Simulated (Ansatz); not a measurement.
Pt (fcc, Cu type), conventional cell a = b = c = 3.940 Å, α = β = γ = 90.00°. The calculation uses the primitive cell of 1 atom, to which meshes and values per cell refer.

The volume is varied about the relaxed value V₀ at fixed cell shape. Symmetry pins the atoms to their sites.

The numbers are results of r2SCAN (plane waves to 500 eV, PAW, scalar-relativistic; Ansatz, a quantum-chemistry and plane-wave program), not measurements. k mesh 21×21×21 (Γ-centred), Fermi-Dirac smearing 0.05 eV. The energy includes the smearing's −TS. Pt is run without spin polarisation. Pt was relaxed with its symmetry unable to fall. Spin-orbit coupling is left out, though Pt is heavy. ΔE is measured from the relaxed starting cell.

Predict the ΔE (eV/atom) at V/V₀ = 0.900, 0.950, 1.067, 1.083, 1.100.


```csv
V/V₀,ΔE (eV/atom)
0.900,0.162
0.950,0.036
1.067,0.050
1.083,0.076
1.100,0.105
```

(Under strain, the slope of the energy per volume gives the stress and its curvature an elastic modulus.)
